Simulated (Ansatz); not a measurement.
VSi in space group I4_1md (No. 109; V on 4a, Si on 4a) under volume change, DFT-PBE in the program Ansatz with PAW potentials, shape and atoms relaxed at each volume.

```csv
V (Å³/atom),E − E(relaxed) (meV/atom),P (GPa)
13.572,25.2,9.53
14.005,6.1,4.61
14.438,0.0,0.00
14.871,?,?
15.305,?,?
```

Question: Complete the blanks.

Answer: 
- 14.871, E − E(relaxed) (meV/atom): 5.5
- 14.871, P (GPa): -4.00
- 15.305, E − E(relaxed) (meV/atom): 21.1
- 15.305, P (GPa): -7.44

Question: What does a third-order Birch–Murnaghan fit give for V₀, B₀ and B′?

Answer: V₀ = 14.44 Å³/atom, B₀ = 141 GPa, B′ = 2.9.

The cell is a constructed one: a structure type filled with these elements; neither database checked (COD, Materials Project) lists it. Whether it is the stable phase at ambient conditions was not checked. The PBE relaxation kept the symmetry of its start; whether a distortion lowers the energy is not shown. The final state is ferromagnetic, the only order run, not a proven ground state.

Potentials: the later of the program's two PAW sets.
